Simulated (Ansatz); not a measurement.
TiO$_{2}$:
```
TiO2
1.0
    5.55318     0.00000     0.00000
   -2.77659     4.80920     0.00000
    0.00000     0.00000     6.04977
Ti O
3 6
Cartesian
  1.48505   2.57218   0.00000
  2.58308   0.00000   2.01659
 -1.29154   2.23701   4.03318
  1.56489   1.31503   1.30109
  3.63189   0.69772   3.31768
  3.13300   2.79645   5.33427
  0.35640   2.01275   4.74868
 -1.21170   3.49417   2.73209
  0.85530   4.11148   0.71550
```

Tensor components refer to the Cartesian frame of this cell.

Question: Give the high-frequency dielectric tensor and the Born effective charge tensors of the independent atoms from DFPT, the program Ansatz at the r²SCAN level (PAW).

Answer: 
ε∞:
```
3.49  0.00  0.00
0.00  3.49  0.00
0.00  0.00  3.61
```
Z* of atom 1 (Ti), rows: field, columns: displacement, in e:
```
 5.17  -0.63   0.77
-0.63   4.44  -0.45
-0.71   0.41   5.05
```
Z* of atom 4 (O), rows: field, columns: displacement, in e:
```
-1.42   1.43  -1.06
 1.20  -3.39   2.03
-0.85   2.21  -2.53
```

Static charges for comparison (Bader): Ti1 +2.30, O4 -1.15 e. Born charges measure polarisation by displacement and can exceed these by far.

Space group P3_121. The workflow started from a Materials Project entry (that database holds measured and hypothetical structures alike); the Crystallography Open Database files this formula in space group No. 152, but the cells were not matched. It is not the phase usual at ambient conditions (space group No. 61, 136, 141). Symmetry was held in the r²SCAN relaxation. At this level the phase is dynamically unstable (imaginary phonons). No spin polarisation was allowed.

Potentials: the earlier of the program's two PAW sets.
